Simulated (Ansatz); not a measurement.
**Structure optimisation: cobalt, omega (AlB2-type)**

Theory: Ansatz 0.2.0, DFT, m-r2SCAN, plane waves (500 eV) with PAW, scalar-relativistic. (PAW data from PBE, frozen cores regenerated.)

k-point mesh 9×9×13, Fermi-Dirac smearing 0.05 eV, starting moments 1.70 ×3 μB. Cell and atoms relax.

Starting structure:

```cif
data_structure
_symmetry_space_group_name_H-M 'P 1'
_symmetry_Int_Tables_number 1
_cell_length_a 3.9701
_cell_length_b 3.9701
_cell_length_c 2.4337
_cell_angle_alpha 90.000
_cell_angle_beta 90.000
_cell_angle_gamma 120.000
_cell_volume 33.22
loop_
_atom_site_label
_atom_site_type_symbol
_atom_site_fract_x
_atom_site_fract_y
_atom_site_fract_z
_atom_site_occupancy
Co1 Co 0.00000 0.00000 0.00000 1
Co2 Co 0.33333 0.66667 0.50000 1
Co3 Co 0.66667 0.33333 0.50000 1
```

Problem. What cell does the relaxation end in?

Solution. P6/mmm (spin ignored) with a = 3.909 Å, c = 2.406 Å (c/a = 0.615); 10.61 Å³ per atom against 11.07 at the start (-4.1 %).

Problem. How much energy does the relaxation gain?

Solution. 13.7 meV per atom.

Path of the relaxation (the plane waves are chosen anew near the end, which can shift the energy a little):

```csv
step,E − E(final) (meV/atom),V (Å³/atom),P (GPa),max force (eV/Å)
0,13.70,11.074,-9.07,0.000
1,2.32,10.805,-4.01,0.000
2,-0.33,10.600,0.33,0.000
3,-0.33,10.615,-0.01,0.000
4,-0.33,10.615,0.00,0.000
5,0.00,10.615,-0.04,0.000
```

Problem. Which magnetic state does it end in?

Solution. ferromagnetic, net 1.62 μB per atom; moments 1.71 ×2, 1.63 μB.

m-r²SCAN is r²SCAN on the gauge-invariant kinetic-energy density; without spin polarisation the two are equal.
